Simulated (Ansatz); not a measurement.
Li$_{2}$O (anti-fluorite)

```yaml
crystal:
  lattice:
    - [0.00000, 2.28637, 2.28637]
    - [2.28637, 0.00000, 2.28637]
    - [2.28637, 2.28637, 0.00000]
  atoms:
    - { symbol: O, position: [0.00000, 0.00000, 0.00000] }
    - { symbol: Li, position: [0.25000, 0.25000, 0.25000] }
    - { symbol: Li, position: [0.75000, 0.75000, 0.75000] }
```

The relaxed cell is deformed in two ways at once: its volume V is scaled, and at that volume it is stretched along z (the c axis of the conventional cell) so that c/a changes. Fractional atomic positions are held.

These are r2SCAN (plane waves to 500 eV, PAW, scalar-relativistic; Ansatz, a first-principles code) values and carry that method's errors. k mesh 12×12×12 (Γ-centred), Fermi-Dirac smearing 0.05 eV. Energies are smeared free energies. Li2O was relaxed with its symmetry unable to fall. ΔE is measured from the relaxed starting cell.

| ΔE (kJ/mol of atoms) | V/V₀ = 0.920 | V/V₀ = 0.947 | V/V₀ = 0.973 | V/V₀ = 1.000 | V/V₀ = 1.027 | V/V₀ = 1.053 | V/V₀ = 1.080 |
|---|---|---|---|---|---|---|---|
| (c/a)/(c/a)₀ = 0.960 | 2.04 | 1.16 | 0.67 | 0.52 | 0.66 | 1.06 | 1.70 |
| (c/a)/(c/a)₀ = 0.973 | 1.76 | 0.88 | 0.38 | 0.23 | 0.37 | 0.77 | 1.41 |
| (c/a)/(c/a)₀ = 0.987 | 1.59 | 0.71 | 0.21 | 0.06 | 0.20 | 0.60 | 1.23 |
| (c/a)/(c/a)₀ = 1.000 | 1.53 | 0.65 | 0.16 | 0.00 | 0.14 | 0.54 | … |
| (c/a)/(c/a)₀ = 1.013 | 1.59 | 0.71 | 0.21 | 0.06 | 0.20 | 0.60 | 1.23 |
| (c/a)/(c/a)₀ = 1.027 | 1.75 | 0.87 | 0.38 | 0.22 | 0.36 | 0.77 | 1.40 |
| (c/a)/(c/a)₀ = 1.040 | 2.02 | 1.14 | 0.65 | 0.50 | 0.64 | 1.04 | … |

### Question
Complete the blanks.

### Answer

- (c/a)/(c/a)₀ = 1.000, V/V₀ = 1.080: 1.18
- (c/a)/(c/a)₀ = 1.040, V/V₀ = 1.080: 1.68

(Under strain, the slope of the energy per volume gives the stress and its curvature an elastic modulus.)
